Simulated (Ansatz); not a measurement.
Method: r2SCAN, no spin polarisation; PAW, plane waves to 500 eV, 6×6×6 Γ-centred mesh, fermi-dirac occupations (width 0.0135 eV) (Ansatz 0.2.0), atoms fixed.

Computed maps in the lattice plane spanned by b (left to right, 7.36 Å, 22 points from zero) and c (bottom to top, 7.36 Å, 22 points from zero), 60° apart, at height 0.250 along a. The fields are smooth PAW ones with compensation charges, not the true ones near nuclei.

Valence density. Digits on a logarithmic scale: 0 up to 0.03 e/Å³, each further digit a factor of 1.6, 9 from 1.3 e/Å³ up:
```
5566543211123456555555
5678765321124578876545
5799997532224689998655
5799999753224689999865
5689999964323579999975
4579999975322468999985
4457999975322346899986
4334688875422234678875
3223456654322223456654
2212234443322222234443
2222222222222222222222
2234432112223343332211
2356764211223455543211
2468997531124577765321
2479999852124689997532
2369989974224689999753
2247998996323589999964
3235899997422469999975
4213579986422347999986
4321346765321235789976
4332223443222234567765
5444322222222344455555
```

ELF. Ten even steps from '0' (0.00) to '9' (0.88):
```
3333332100013333334334
3344444421134444433433
3343344442234443234343
3341004444234442002434
3341001444213443000333
3334100344311444100243
3334422444300144432343
3223444444300014444443
3212344444300001444443
1000124444210000134443
0000001233211000113331
0024310012222333322210
0279985100234444444210
0499999710134444444420
0399879971024444344441
0189702995014442014442
1059920798102442000443
2007997899301344100343
3101799999400234411343
3210058997200123344443
3221001342000223333333
3333210000001333333333
```

The cell is KRb2Tl6V. Which atoms lie within 0.2 Å of this plane, and where (fractions of b and c)?

Rb at (0.25, 0.25), Tl at (0.78, 0.22), Tl at (0.78, 0.78), Tl at (0.22, 0.78). The whole cell:
```
Rb K Tl V
1.0
     0.00000    5.20521    5.20521
     5.20521    0.00000    5.20521
     5.20521    5.20521    0.00000
Rb K Tl V
2 1 6 1
Direct
  0.25000 0.25000 0.25000
  0.75000 0.75000 0.75000
  0.50000 0.50000 0.50000
  0.78000 0.22000 0.22000
  0.22000 0.78000 0.22000
  0.22000 0.78000 0.78000
  0.78000 0.22000 0.78000
  0.22000 0.22000 0.78000
  0.78000 0.78000 0.22000
  0.00000 0.00000 0.00000
```

Origin: a known structure type with other elements, at an estimated volume, so it need not be a known compound. Caveats: no spin polarisation, so a magnetic state may lie lower; atoms or cell far from equilibrium.
